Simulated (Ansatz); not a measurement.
MgS (rock salt, Fm-3m) at seven volumes, LDA in the plane-wave PAW code Ansatz, scaled uniformly. One row is withheld.

```csv
V (Å³/atom),P (GPa)
15.349,9.52
15.855,5.85
16.361,2.70
16.866,0.01
17.372,?
17.878,-4.30
18.384,-6.01
```

**Question.** Fit the shown pressures and predict the withheld one.

**Answer.** P = (3/2)B₀(x^(7/2) − x^(5/2))[1 + (3/4)(B′ − 4)(x − 1)] with x = (V₀/V)^(2/3). Least squares on the six rows gives V₀ = 16.868 Å³/atom, B₀ = 83.2 GPa, B′ = 4.08. At V = 17.372, x = 0.9806 and P = -2.31 GPa. The run itself gave -2.31 GPa.

The LDA relaxation kept the symmetry of its start; phonons on a q-mesh show no instability.

Potentials: the later of the program's two PAW sets.
